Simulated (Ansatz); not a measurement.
## Sr₂Zn₂As₃: input and output

input.yaml (Ansatz 0.2.0)

```yaml
crystal:
  lattice:
    - [0.0, 4.264192, 0.0]
    - [8.084751, -2.132096, 0.0]
    - [-1.030651, 2.132096, -9.613184]
  atoms:
    - { symbol: Sr, position: [0.26694, 0.86979, 0.33591] }
    - { symbol: Sr, position: [0.73306, 0.13021, 0.66409] }
    - { symbol: Sr, position: [0.39248, 0.73675, 0.95179] }
    - { symbol: Sr, position: [0.60752, 0.26325, 0.04821] }
    - { symbol: Zn, position: [0.03802, 0.76172, 0.68568] }
    - { symbol: Zn, position: [0.96198, 0.23828, 0.31432] }
    - { symbol: Zn, position: [0.4113, 0.4737, 0.6511] }
    - { symbol: Zn, position: [0.5887, 0.5263, 0.3489] }
    - { symbol: As, position: [0.07517, 0.02567, 0.87533] }
    - { symbol: As, position: [0.92483, 0.97433, 0.12467] }
    - { symbol: As, position: [0.15194, 0.50662, 0.20274] }
    - { symbol: As, position: [0.84806, 0.49338, 0.79726] }
    - { symbol: As, position: [0.3892, 0.23654, 0.45814] }
    - { symbol: As, position: [0.6108, 0.76346, 0.54186] }
  symmetry: { tolerance: 0.0003 }
kpoints:
  mp_grid: { grid: [5, 5, 5], shift: [0, 0, 0] }
  band_path:
    path:
      - [0.0, 0.0, 0.0]
      - [0.55349766, -0.27674883, 0.27674883]
      - [0.44650234, -0.72325117, 0.72325117]
      - [0.0, -0.5, 0.5]
      - [0.0, 0.0, 0.0]
      - [0.0, -0.5, 0.0]
      - [0.48942177, -0.74471089, 0.24471089]
      - [0.51057823, -0.25528911, -0.24471089]
      - [0.0, 0.0, -0.5]
      - [0.0, 0.0, 0.0]
      - [0.5, -0.5, 0.0]
    npoints: 6
magnetization:
  spin_polarized: false
scf:
  occupations: { method: fermi_dirac }
  lower_state_search: "off"
  max_iter: 200
hamiltonian:
  pseudopotentials: { kind: paw }
  xc: r2scan
basis:
  ecutwfc: 500
  fft_grid_basis: typed
output:
  forces: true
  stress: true
  eigenvalues: true
  populations: true
  elf: true
  write_potential: true
  volumetric_format: npy
  dos:
    e_range: [-12, 8]
    de: 0.05
    projected: { site_lists: { As: [As], Sr: [Sr], Zn: [Zn] } }
checkpoint:
  read: saved_state
```

The run starts from an earlier solution of this cell. 

Parts of the output:

```
Pseudopotentials: kind: paw
Pseudopotential: Sr, paw, valence charge 10, recommended cutoff 500 eV (meta_gga), Sr.paw.azcp
Pseudopotential: Zn, paw, valence charge 12, recommended cutoff 500 eV (meta_gga), Zn.paw.azcp
Pseudopotential: As, paw, valence charge 15, recommended cutoff 500 eV (meta_gga), As.paw.azcp
Functional definition: r2SCAN
  exchange = r2scan_x(k0 = k0, k1 = k1, a1 = a1)
  correlation = r2scan_c
Crystal: 14 atoms, lattice volume = 331.414 Å³
Basis set: ecut = 500 eV, 8393 PW (Γ), exchange–correlation on 128×256×300 points (64 copies of the dense FFT grid, shifted against one another)
Bands: 107, of which v1, the nominal top of the filled ones, is band 89 counted from 1 (88 counted from 0)
Symmetry: 4 space group operations
Space group: C2/m (ITA 12), of the structure as read, at distance tolerance 2.1e-3 Å
k-points: 39 of 125
Initial density: read from a saved state, or passed on in memory by an earlier SCF of this step, an earlier step, the calling program or the single point that the run made first
Functional: x = r2scan, c = r2scan; τ floored in thin density (d = 2e-4 eV/Å³)
SCF iter   1: F=-56723.9586 eV  Δρ=7.81e-4  dr2=1.69e-3  dr2_τ=3.06e-4
SCF iter   2: F=-56723.9595 eV  Δρ=4.04e-4  dr2=2.94e-4  dr2_τ=3.43e-5
SCF iter   3: F=-56723.9596 eV  Δρ=1.38e-4  dr2=4.26e-5  dr2_τ=2.20e-6
SCF iter   4: F=-56723.9596 eV  Δρ=5.96e-5  dr2=9.32e-6  dr2_τ=2.10e-7
SCF iter   5: F=-56723.9596 eV  Δρ=1.76e-5  dr2=9.48e-7  dr2_τ=4.99e-8
SCF iter   6: F=-56723.9596 eV  Δρ=7.08e-6  dr2=1.26e-7  dr2_τ=8.30e-9
SCF iter   7: F=-56723.9596 eV  Δρ=1.87e-6  dr2=1.32e-8  dr2_τ=2.92e-10
Free energy (F): -56723.9596 eV
Harris-Foulkes:  -56723.9596 eV  (|F-HF|=9.07e-9)
Internal energy: -56723.9468 eV  (E = F + TS)
E sigma→0 (E₀):  -56723.9532 eV
Entropy (-TS):   -0.0128 eV (-0.916 meV/atom)
Fermi energy:    9.5351 eV
--- Per-component energies (eV) ---
  E_band       = -1745.9691
  E_kinetic    = 2132.4278
  E_local      = -21947.6488  (includes V_loc(G=0)·N_el)
  E_nonlocal   = -749.6008
  E_hartree    = 10332.2367
  E_xc         = -1601.8605
  E_vxc        = -1439.1417  (∫ρ·V_xc dr)
  E_paw        = -29345.4154  (= ΣΔE_a)
  E_vpaw       = -481.9004  (= ΣTr[D̂ρ^β])
  E_aug_tail   = -0.0002  (compensation charges beyond the density's cutoff)
  E_vtau       = 75.4199  (kinetic-family band-sum trace: ∫τ·v_τ [+ j·A + Jᵃ·Aᵃ] dr)
  E_ewald      = -15534.0266
  E_core_change = -10.0591  (= ΣΔE_core)
  E_smearing   = -0.0128  (= −TS)
--- Stress (GPa, compression-positive) ---
        0.7501       0.0000      -0.0111
        0.0000       0.7017       0.0000
       -0.0111       0.0000       0.6212
  P = ⅓ Tr σ = 0.6910 GPa (6.910 kbar)
--- Löwdin populations: 14 sites ---
  site symbol       q [e]
     0     Sr      8.4080
     1     Sr      8.4080
     2     Sr      8.3832
     3     Sr      8.3832
     4     Zn     10.8146
     5     Zn     10.8146
     6     Zn     10.8098
     7     Zn     10.8098
     8     As     16.2510
     9     As     16.2510
    10     As     16.6598
    11     As     16.6598
    12     As     16.6611
    13     As     16.6611
  spilling = 0.0114 (of n_electrons = 178.0000)
```

Origin: a database entry at a rescaled volume.
